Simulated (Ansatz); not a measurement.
BaHfO$_{3}$ (cubic perovskite)

```
CELL_PARAMETERS angstrom
      4.12122     0.00000     0.00000
      0.00000     4.12122     0.00000
      0.00000     0.00000     4.12122
ATOMIC_POSITIONS crystal
  Ba 0.00000 0.00000 0.00000
  Hf 0.50000 0.50000 0.50000
  O  0.00000 0.50000 0.50000
  O  0.50000 0.50000 0.00000
  O  0.50000 0.00000 0.50000
```

Computed with LDA (plane waves to 420 eV, PAW, scalar-relativistic; Ansatz, a first-principles code). DFPT wavenumbers on a 6×6×6 k mesh, in cm⁻¹; i marks imaginary ones, q is in fractions of the reciprocal vectors of the cell shown, and the three acoustic modes at Γ are left out. The non-analytic (LO-TO) term is not included, so polar modes at Γ have their transverse values. The program warned that its band solver left a few bands short of their tolerance. BaHfO3 is run without spin polarisation. BaHfO3 was relaxed with its symmetry unable to fall. Spin-orbit coupling is left out, though Hf is heavy.

Question: Does any mode at Γ, X = (0.5, 0.0, 0.0), M = (0.5, 0.5, 0.0), R = (0.5, 0.5, 0.5) come out imaginary?

Answer: Unstable at this level: the lowest mode is 47i cm⁻¹ at R = (0.5, 0.5, 0.5). BaHfO3 is measured in this form, so the imaginary mode is a miss of this level unless the crystal transforms on cooling or is held by pressure.

Question: List the wavenumbers at Γ, X = (0.5, 0.0, 0.0), M = (0.5, 0.5, 0.0), R = (0.5, 0.5, 0.5), with degeneracies.

Answer: 
| q | wavenumbers (cm⁻¹) |
|---|---|
| Γ | 104 (×3), 184 (×3), 190 (×3), 545 (×3) |
| X = (0.5, 0.0, 0.0) | 85 (×2), 94 (×2), 139, 184, 202 (×2), 234, 267 (×2), 396, 534 (×2), 760 |
| M = (0.5, 0.5, 0.0) | 72, 85, 85 (×2), 108, 186 (×2), 280 (×2), 294 (×2), 411, 521, 613, 807 |
| R = (0.5, 0.5, 0.5) | 47i (×3), 105 (×3), 224 (×3), 368 (×3), 603 (×2), 835 |
